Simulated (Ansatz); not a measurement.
A generator proposed this cell of Al2GaSb3.

Space group Cmmm (No. 65). a = 6.402 Å, b = 8.763 Å, c = 6.108 Å, α = 90.00°, β = 90.00°, γ = 90.00°
```json
{"atom": "Al", "site": "4h", "symmetry": "2mm", "x": "0.2002", "y": "0.0000", "z": "0.5000"}
{"atom": "Ga", "site": "2c", "symmetry": "mmm", "x": "0.5000", "y": "0.0000", "z": "0.5000"}
{"atom": "Sb", "site": "4j", "symmetry": "m2m", "x": "0.5000", "y": "0.8124", "z": "0.5000"}
{"atom": "Sb", "site": "2b", "symmetry": "mmm", "x": "0.5000", "y": "0.0000", "z": "0.0000"}
```

The calculation used DFT PBE, scalar-relativistic, plane waves, PAW in Ansatz. Settings: cutoff 420 eV, Γ-centred mesh 4×4×4 on the computed 6-atom cell, Gaussian smearing of 0.10 eV; no spin polarisation.

Formation energies are uncorrected and refer to the elements' standard structures at the same level.

Question: How far from equilibrium is it?

Answer: The pressure is 71.5 GPa (the mean over three directions, positive in compression), the largest force is 53.66 eV/Å, and the energy is +6.10 eV/atom against the elements. The shortest distance is 1.64 Å, so close that the PAW spheres overlap strongly and these values are rough.

Question: How much does it gain on relaxing, and where does it end?

Answer: Relaxing gains about 5.6 eV/atom (the start's value is from the coarse mesh, so the gain is rough) in 22 ionic steps and ends at +0.51 eV/atom on the finer mesh. The symmetry stays Cmmm (No. 65). The volume per atom grows by 28.0 %, from 28.6 to 36.6 Å³. The shortest distance goes from 1.64 Å (Ga–Sb) to 2.52 Å (Al–Ga). Conventional cell: a = 8.351 Å, b = 9.885 Å, c = 5.314 Å. Al is surrounded by 1 Ga at 2.52 Å and 2 Sb at 2.65 Å; around Ga lie 2 Al at 2.52 Å, 2 Sb at 2.66 Å and 2 Sb at 2.88 Å; Sb on a site of symmetry m2m has 2 Al at 2.65 Å and 1 Ga at 2.88 Å; 1 more site not described.

The last run used a 6×6×8 mesh (in the run's order of axes) for its 6-atom cell and Gaussian smearing of 0.10 eV. These runs have no spin–orbit coupling, which can matter for Sb. The relaxation can't lower the symmetry of the start. A structure relaxed within its symmetry needn't be a true minimum. Another cell of Al2GaSb3 relaxed alike, in P3m1, lies 0.42 eV/atom lower, so this cell isn't the stable form at this level.
